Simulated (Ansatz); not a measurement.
**Generalised stacking fault in GeSb2Te4**

Computed with DFT PBE, scalar-relativistic, plane waves, PAW (Ansatz). Cutoff 420 eV, Γ-centred 9×9×3 k-points, Gaussian smearing of 0.03 eV. Spin–orbit coupling is left out, which matters for the heavy elements here. No spin polarisation. Energies are free energies at this smearing, counted from the undisturbed cell; pressure is positive in compression.

Zero of the scan (relaxed at this level; it needn't be the usual structure):

```
CELL_PARAMETERS angstrom
-4.29770 0.00000 0.00000
-2.14885 -3.72192 0.00000
2.14885 1.24064 14.13027
ATOMIC_POSITIONS crystal
Ge 0.57126 0.57126 0.20734
Sb 0.42593 0.42593 0.77135
Sb 0.99771 0.99771 0.48667
Te 0.87135 0.87135 0.10761
Te 0.13295 0.13295 0.89240
Te 0.71095 0.71095 0.62639
Te 0.28985 0.28985 0.36310
```

The cell holds layers and no dispersion correction was added, so their binding is poorly described.

The cut lies on the cell's a–b face, a (0 0 -1) plane (indices in the standard cell, whose axes needn't be the Cartesian ones shown) of area 16.00 Å², between layers 3.04 Å apart. Vector c is tilted by f times 1·a + 1·b (length 7.444 Å) with the atoms' Cartesian places fixed: one unrelaxed fault a cell.

```tsv
f	γ (mJ/m²)	shear traction, the slope of γ along the slip (GPa)	gap on the mesh (eV)
0.0000	0	0.0	0.37
0.0833	34	1.2	0.27
0.1667	?	2.6	?
0.2500	321	2.4	0.09
0.3333	403	0.0	0.11
0.4167	?	-2.2	?
0.5000	173	-2.3	0.17
0.5833	70	-1.0	0.30
0.6667	43	0.0	0.38
0.7500	51	0.1	0.37
0.8333	?	-0.3	?
0.9167	18	-0.5	0.34
```

(1) Give the withheld values.

Answers

(1) γ (mJ/m²) at f = 0.1667: 155; gap on the mesh (eV) at f = 0.1667: 0.18; γ (mJ/m²) at f = 0.4167: 324; gap on the mesh (eV) at f = 0.4167: 0.07; γ (mJ/m²) at f = 0.8333: 45; gap on the mesh (eV) at f = 0.8333: 0.34.

Cost: 12 runs of about 7.9 core-minutes in all, on Intel Xeon 6975P-C (Granite Rapids) (shared hosts).